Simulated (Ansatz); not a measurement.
Data:

Starting cell, AlN (wurtzite):

```
CELL_PARAMETERS angstrom
      3.10670     0.00000     0.00000
     -1.55335     2.69048     0.00000
      0.00000     0.00000     4.97846
ATOMIC_POSITIONS crystal
  Al 0.33333 0.66667 0.99659
  Al 0.66667 0.33333 0.49659
  N  0.33333 0.66667 0.37821
  N  0.66667 0.33333 0.87821
```

In each cell atom 4 (N, nearest neighbour Al at 1.888 Å; its periodic images, 3.1 Å or more away, move with it) moves by s·(1.000, 0.000, 0.000) (along Cartesian x), the rest being held.

Level of theory: r2SCAN (plane waves to 500 eV, PAW, scalar-relativistic; Ansatz, a first-principles code). k mesh 10×10×6 (Γ-centred), Fermi-Dirac smearing 0.05 eV. E stands for the smeared free energy. AlN was relaxed with its symmetry unable to fall. ΔE is measured from the undisplaced structure.

The scan covers s from -0.190 to 0.190 Å in 11 points.

### Question
Is this a single well or a double well?

### Answer
A single well with its minimum at or next to zero displacement.

### Question
Is the energy the same for equal positive and negative displacements?

### Answer
Even: the same for both signs. With its periodic images moving along, the atom's site symmetry in this cell is 3m..

### Question
What is the force constant k = d²E/ds² of this move at s = 0?

### Answer
16.3 eV/Å².

(For displaced atoms, the force is minus the slope of the energy, and its curvature is a force constant, which sets phonon frequencies.)
